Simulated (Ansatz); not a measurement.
Polymorphs of GeMo₂, each relaxed with PBE in the plane-wave PAW code Ansatz:

A: P6_3/mmc
a = 4.532 Å, b = 4.532 Å, c = 5.196 Å, α = 90.00°, β = 90.00°, γ = 120.00°

| atom | site | symmetry | x | y | z |
|---|---|---|---|---|---|
| Ge | 2c | -6m2 | 0.3333 | 0.6667 | 0.2500 |
| Mo | 2a | -3m. | 0.0000 | 0.0000 | 0.0000 |
| Mo | 2d | -6m2 | 0.6667 | 0.3333 | 0.2500 |

B: P4/nmm
a = b = 3.7085 Å, c = 6.9201 Å, α = β = γ = 90.00°

```
atom  site  symmetry       x       y       z
----  ----  --------  ------  ------  ------
Mo      2a      -4m2  0.0000  0.0000  0.0000
Mo      2c       4mm  0.5000  0.0000  0.3321
Ge      2c       4mm  0.0000  0.5000  0.2921
```

### Question
Put the candidates in order of energy per atom at 0 K, lowest first, for PBE.

### Answer
B (+0 meV/atom), A (+105 meV/atom)

Constructed cells (a structure type filled with these elements, in neither database checked): A; B. All cells were relaxed under the symmetry of their starts (and spin orders); stability against distortions was not tested throughout. Rows with no word on spin ran without spin polarisation. Spin–orbit coupling is left out wherever it is not named.

Energies hold the estimated change up to a 700 eV cutoff; steps of a few meV lie near the error of the meshes.

Potentials: the later of the program's two PAW sets.
